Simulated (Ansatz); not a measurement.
Values for one crystal, relaxed and computed with r²SCAN in the plane-wave PAW code Ansatz; other levels are named.

* **Volume per atom**: 16.70 Å³
* **Band gap**: 7.29 eV (smallest direct gap 7.29 eV)
* **Poisson's ratio**: 0.22
* **Debye temperature from the elastic constants**: 434 K
* **Valence-band maximum**: on the K–Γ line, 83 % of the way from K
* **Highest zone-centre frequency (without LO–TO term)**: 193 cm⁻¹
* **Electron effective mass**: 0.47 mₑ (isotropic)

**Question.** Pick the material that matches.
A) RhCl3, C2/m (Rh on 4g, Cl on 8j, Cl on 4i)
B) CsCl, CsCl type
C) LiCl, rock salt
D) CrClO, Pmmn (Cr on 2a, Cl on 2b, O on 2b)

**Answer.** C, LiCl, rock salt

Space group Fm-3m (rock salt). The cell was relaxed with r²SCAN under the symmetry of its start; phonons on a q-mesh show no instability.

Potentials: the later of the program's two PAW sets.
